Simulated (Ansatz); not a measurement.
An Ansatz (a first-principles code) run. Input:

Ansatz 0.2 input:
```yaml
crystal:
  lattice:
    - [4.0928833929, 0.0, 0.0]
    - [0.0, 4.0928833929, 0.0]
    - [0.0, 0.0, 9.0691095353]
  atoms:
    - { symbol: Ba, position: [0.0, 0.5, 0.8209369258] }
    - { symbol: Ba, position: [0.5, 0.0, 0.1790630742] }
    - { symbol: Cu, position: [0.5, 0.5, 0.5] }
    - { symbol: Cu, position: [0.0, 0.0, 0.5] }
    - { symbol: S, position: [0.0, 0.5, 0.3567640667] }
    - { symbol: S, position: [0.5, 0.0, 0.6432359333] }
    - { symbol: F, position: [0.5, 0.5, 0.0] }
    - { symbol: F, position: [0.0, 0.0, 0.0] }
kpoints:
  mp_grid: { grid: [7, 7, 3] }
hamiltonian:
  xc: r2scan
  pseudopotentials: { azcp: { folder: ./paw }, kind: paw }
scf:
  occupations: { method: fixed }
phonons:
  method: dfpt
  response_accuracy: low
  eigenvectors: true
  rigid_motions: translations
  dielectric: true
  raman: true
```

Output (shortened):

```
Pseudopotential: Ba, paw, valence charge 10
Pseudopotential: Cu, paw, valence charge 19
Pseudopotential: S, paw, valence charge 6
Pseudopotential: F, paw, valence charge 7
Functional definition: r2SCAN
Crystal: 8 atoms, lattice volume = 151.923 Å³
Basis set: ecut = 500 eV, 3889 PW (Γ), exchange–correlation on 300×300×720 points (1000 copies of the dense FFT grid, shifted against one another)
Bands: 51, of which v1, the nominal top of the filled ones, is band 42 counted from 1 (41 counted from 0)
Symmetry: 16 space group operations
k-points: 44 of 147 (irreducible under 2 space group operations, time reversal used)
WARN: iter 1: σ=0 fill of 42 bands saw a band overlap (occupied 12.3780 eV > unoccupied 11.6547 eV) — on an unconverged iterate often a transient of an (band_overlap_at_count)
SCF 1 converged in 16 iterations: F = -28635.301032 eV  dr2 = 8.94e-11
── the response to a field inside a basis, on 10×10×4 k-points: an SCF that follows is theirs, and a resumed run solves both again ──
Crystal: 8 atoms, lattice volume = 151.923 Å³
Bands: 43, of which v1, the nominal top of the filled ones, is band 42 counted from 1 (41 counted from 0)
k-points: 30 of 400
SCF 1 converged in 9 iterations: F = -28634.898347 eV  dr2 = 8.33e-11
SCF converged after 16 iterations
Free energy (F): -28635.301032 eV
Harris-Foulkes:  -28635.301032 eV  (|F-HF|=3.64e-11)
Internal energy: -28635.301032 eV  (E = F + TS)
E sigma→0 (E₀):  -28635.301032 eV
Fermi energy:    9.666827 eV
--- Per-component energies (eV) ---
  E_band       = -1076.016296
  E_kinetic    = 1450.517099
  E_local      = -16349.256618  (includes V_loc(G=0)·N_el)
  E_nonlocal   = 2242.845272
  E_hartree    = 7124.047234
  E_xc         = -814.912459
  E_vxc        = -863.980764  (∫ρ·V_xc dr)
  E_paw        = -15775.620514  (= ΣΔE_a)
  E_vpaw       = -1854.107859  (= ΣTr[D̂ρ^β])
  E_aug_tail   = 0.001356  (compensation charges beyond the density's cutoff)
  E_vtau       = 49.870809  (kinetic-family band-sum trace: ∫τ·v_τ [+ j·A + Jᵃ·Aᵃ] dr)
  E_ewald      = -6512.178709
  E_core_change = -0.743692  (= ΣΔE_core)
  E_smearing   =  0.000000  (= −TS)
  E_closure    = 0.000000  (closes the sum)
  Σ components = -28635.301032   (vs F -28635.301032, Δ=0.00e0)
--- Band table (eV; the first three rows and the last of 44) ---
  k-point 0: bands = ["-105.7469", "-105.7454", "-61.6375", "-61.6353", "-61.5959", "-61.5959", "-61.5843", "-61.5843", "-18.6967", "-18.4178", "-15.4537", "-15.3872", "-4.6820", "-4.0570", "-3.2933", "-3.2933", "-3.0703", "-3.0703", "-2.7772", "-2.6347", …
  k-point 1: bands = ["-105.7469", "-105.7454", "-61.6375", "-61.6353", "-61.5959", "-61.5959", "-61.5843", "-61.5843", "-18.6964", "-18.4182", "-15.4536", "-15.3872", "-4.7117", "-4.0031", "-3.2928", "-3.2928", "-3.0708", "-3.0708", "-2.8263", "-2.6108", …
  k-point 2: bands = ["-105.7469", "-105.7455", "-61.6374", "-61.6355", "-61.5953", "-61.5953", "-61.5848", "-61.5848", "-18.6653", "-18.4114", "-15.4670", "-15.4105", "-4.6552", "-4.1225", "-3.2904", "-3.2675", "-3.0986", "-3.0655", "-2.7860", "-2.7001", …
  k-point 43: bands = ["-105.7462", "-105.7461", "-61.6365", "-61.6363", "-61.5970", "-61.5964", "-61.5839", "-61.5833", "-18.3646", "-18.3492", "-15.6142", "-15.6130", "-3.9463", "-3.7593", "-3.6810", "-3.4484", "-3.4074", "-3.3442", "-3.2993", "-3.1182", …
--- Phonons (Γ-DFPT): 8 representative perturbations + reference, on 44 of 147 k-points (Σ response iterations 58) ---
  ASR residual: 3.973e-4 → 0.000e0 eV/Å²; symmetrization residual: 8.797e-5 eV/Å²
  ASR residual per site (eV/Å²): 1.07e-4 1.07e-4 2.38e-4 2.38e-4 7.40e-5 7.40e-5 3.97e-4 3.97e-4
  Γ frequencies (cm⁻¹): 0.00 0.00 0.00 47.07 47.07 67.22 67.22 84.09 84.09 95.21 105.20 147.29 147.29 149.15 149.77 208.68 208.68 213.56 223.25 223.25 265.66 281.55 281.55 298.21
  ε∞ (high-frequency dielectric tensor):
        5.559621     0.000000     0.000000
        0.000000     5.559621     0.000000
        0.000000     0.000000     4.077590
  ε⁰ (static dielectric tensor: ions relaxed, cell fixed):
       14.102175     0.000000     0.000000
        0.000000    14.102175     0.000000
        0.000000     0.000000    12.248992
  ε⁰ − ε∞ (ionic part):
        8.542554     0.000000     0.000000
        0.000000     8.542554     0.000000
        0.000000     0.000000     8.171402
  softest optical mode at Γ: 47.07 cm⁻¹; the repairs (sum rule, projections) moved no ω² at Γ by more than (5.99 cm⁻¹)²
  Born effective charges Z* (e; rows j = field, columns β = displacement):
    site 0:
         2.69469    0.00000    0.00000
         0.00000    2.69469    0.00000
         0.00000    0.00000    3.47060
    site 1:
         2.69469    0.00000    0.00000
         0.00000    2.69469    0.00000
         0.00000    0.00000    3.47060
    site 2:
         1.08653    0.00000    0.00000
         0.00000    1.08653    0.00000
         0.00000    0.00000    0.20465
    site 3:
         1.08653    0.00000    0.00000
         0.00000    1.08653    0.00000
         0.00000    0.00000    0.20465
    site 4:
        -2.41997    0.00000    0.00000
         0.00000   -2.41997    0.00000
         0.00000    0.00000   -1.33872
    site 5:
        -2.41997    0.00000    0.00000
         0.00000   -2.41997    0.00000
         0.00000    0.00000   -1.33872
    site 6:
        -1.36125    0.00000    0.00000
         0.00000   -1.36125    0.00000
         0.00000    0.00000   -2.33653
    site 7:
        -1.36125    0.00000    0.00000
         0.00000   -1.36125    0.00000
         0.00000    0.00000   -2.33653
  Z* charge neutrality: 4.115e-2 e pre-enforcement
  solved inside a basis spanned on kpoints, on 10×10×4 k-points: ε∞ is read to err by 3.0e-2, Z* by 2.8e-2 e (field_mesh: kpoints solves on kpoints) …
  Raman tensors (in the event stream and the table raman_tensors.tsv) …
  optical modes at Γ without the LO–TO term, one row a degenerate level:
      ω (cm⁻¹)  modes    IR ((D/Å)²/amu)  static Raman (Å⁴/amu)  depolarisation
         47.07      2             0.0000                15.9812           0.750
         67.22      2             0.0318                 0.0000               —
         84.09      2             0.0000                 1.9949           0.750
         95.21      1             0.0000                43.8208           0.750
        105.20      1             1.3107                 0.0000               —
        147.29      2            20.1203                 0.0000               —
        149.15      1             0.0000                 6.7494           0.470
        149.77      1             7.6322                 0.0000               —
        208.68      2            12.2997                 0.0000               —
        213.56      1             0.0000                46.9660           0.750
        223.25      2             0.0000                14.6926           0.750
        265.66      1             0.0000               168.2014           0.093
        281.55      2             0.0000                15.0121           0.750
        298.21      1            10.9732                 0.0000               —
  optical modes at Γ + LO–TO along q̂ = [1.0000, 0.0000, 0.0000]:
      ω (cm⁻¹)  modes    IR ((D/Å)²/amu)  static Raman (Å⁴/amu)  depolarisation
         47.07      2             0.0000                15.9812           0.750
         67.22      1             0.0159                 0.0000               —
         67.32      1             0.0019                 0.0000               —
         84.09      2             0.0000                 1.9949           0.750
         95.21      1             0.0000                43.8208           0.750
        105.20      1             1.3107                 0.0000               —
        147.29      1            10.0601                 0.0000               —
        149.15      1             0.0000                 6.7494           0.470
        149.77      1             7.6322                 0.0000               —
        179.85      1             1.1388                 0.0000               —
        208.68      1             6.1498                 0.0000               —
        213.56      1             0.0000                46.9660           0.750
        223.25      2             0.0000                14.6926           0.750
        265.66      1             0.0000               168.2014           0.093
        271.76      1            15.0851                 0.0000               —
        281.55      2             0.0000                15.0121           0.750
        298.21      1            10.9732                 0.0000               —
  optical modes at Γ + LO–TO along q̂ = [0.0000, 1.0000, 0.0000]:
      ω (cm⁻¹)  modes    IR ((D/Å)²/amu)  static Raman (Å⁴/amu)  depolarisation
         47.07      2             0.0000                15.9812           0.750
         67.22      1             0.0159                 0.0000               —
         67.32      1             0.0019                 0.0000               —
         84.09      2             0.0000                 1.9949           0.750
         95.21      1             0.0000                43.8208           0.750
        105.20      1             1.3107                 0.0000               —
        147.29      1            10.0601                 0.0000               —
        149.15      1             0.0000                 6.7494           0.470
        149.77      1             7.6322                 0.0000               —
        179.85      1             1.1388                 0.0000               —
        208.68      1             6.1498                 0.0000               —
        213.56      1             0.0000                46.9660           0.750
        223.25      2             0.0000                14.6926           0.750
        265.66      1             0.0000               168.2014           0.093
        271.76      1            15.0851                 0.0000               —
        281.55      2             0.0000                15.0121           0.750
        298.21      1            10.9732                 0.0000               —
  optical modes at Γ + LO–TO along q̂ = [0.0000, 0.0000, 1.0000]:
      ω (cm⁻¹)  modes    IR ((D/Å)²/amu)  static Raman (Å⁴/amu)  depolarisation
         47.07      2             0.0000                15.9812           0.750
         67.22      2             0.0318                 0.0000               —
         84.09      2             0.0000                 1.9949           0.750
         95.21      1             0.0000                43.8208           0.750
        110.37      1             0.0745                 0.0000               —
        147.29      2            20.1203                 0.0000               —
        149.15      1             0.0000                 6.7494           0.470
        197.29      1             2.4706                 0.0000               —
        208.68      2            12.2997                 0.0000               —
        213.56      1             0.0000                46.9660           0.750
        223.25      2             0.0000                14.6926           0.750
        265.66      1             0.0000               168.2014           0.093
        281.55      2             0.0000                15.0121           0.750
        374.02      1            17.3710                 0.0000               —
```

Cost: around 70 core-minutes (rough) on shared cores.

Space group P4/nmm. The first step of the workflow began from a Materials Project structure, measured or hypothetical; the Crystallography Open Database copy checked does not list it. Whether it is the stable phase at ambient conditions was not checked. The cell was relaxed with r²SCAN under the symmetry of its start; phonons on a q-mesh show no instability. The run is not spin-polarised. No Hubbard U is applied. Scalar-relativistic: spin–orbit coupling is off unless named, which matters more the heavier the elements.

Potentials: the earlier of the program's two PAW sets.

Ansatz is a plane-wave DFT program.
